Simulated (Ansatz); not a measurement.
An elastic tensor (GPa, Voigt order, standard axes) from the program Ansatz at the r²SCAN level (PAW):

```
      1     2     3     4     5     6
-  ----  ----  ----  ----  ----  ----
1   108  64.2  64.2   0.0   0.0   0.0
2  64.2   108  64.2   0.0   0.0   0.0
3  64.2  64.2   108   0.0   0.0   0.0
4   0.0   0.0   0.0  50.1   0.0   0.0
5   0.0   0.0   0.0   0.0  50.1   0.0
6   0.0   0.0   0.0   0.0   0.0  50.1
```

Question: Pick the material that matches.
A) ZnS, zinc blende
B) Fe, bcc (W type)
C) SiC, zinc blende
D) Ca, fcc (Cu type)

Answer: A, ZnS, zinc blende

Space group F-43m (zinc blende). The r²SCAN relaxation kept the symmetry of its start; phonons on a q-mesh show no instability.

Potentials: the later of the program's two PAW sets.
